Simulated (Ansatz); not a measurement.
All numbers below come from Ansatz 0.2.0, DFT PBE, scalar-relativistic, plane waves, PAW. Settings: cutoff 420 eV, Γ-centred meshes spaced at most about 0.3 Å⁻¹, and about 0.25 Å⁻¹ or finer for metals (2π included), Gaussian smearing. No spin polarisation in the final relaxations.

All energies are static (0 K, no zero-point motion).

Two forms of Te3Pt2Se were relaxed alike.

A.

```
CELL_PARAMETERS angstrom
3.70780 2.14070 3.92531
-3.70780 2.14070 3.92531
0.00000 -4.28140 3.92531
ATOMIC_POSITIONS crystal
Te 0.00000 0.50000 0.00000
Te 0.50000 0.00000 0.00000
Te 0.00000 0.00000 0.50000
Pt 0.70198 0.70198 0.70198
Pt 0.29802 0.29802 0.29802
Se 0.00000 0.00000 0.00000
```

B.

```
CELL_PARAMETERS angstrom
3.46613 0.00000 0.00000
0.00000 3.46613 0.00000
0.00000 0.00000 10.84730
ATOMIC_POSITIONS crystal
Te 0.50000 0.50000 0.19082
Te 0.50000 0.50000 0.50000
Te 0.50000 0.50000 0.80918
Pt 0.00000 0.00000 0.34446
Pt 0.00000 0.00000 0.65554
Se 0.00000 0.00000 0.00000
```

Question: Which form is favoured at zero pressure, and by what margin per atom?

Answer: B is lower, by 287 meV/atom. A has space group R-3m (No. 166), 31.2 Å³/atom and no gap on its mesh; B has space group P4/mmm (No. 123), 21.7 Å³/atom and no gap. Counting Se or Te atoms around Pt (for each partner element, those within 1.25 times its shortest distance or 1.15 times the sum of covalent radii, where it is the nearest in units of that sum or under 1.3), A has Pt 3 and B has Pt 8. The denser one is the lower, and pressure would at first widen the difference. Even the lower one lies +0.24 eV/atom against the reference forms of the elements (uncorrected), so neither is stable at this level. Both come from invented guesses.

Spin–orbit coupling, which can matter for Pt and Te, is left out. Cells relaxed within their symmetry can be saddle points.
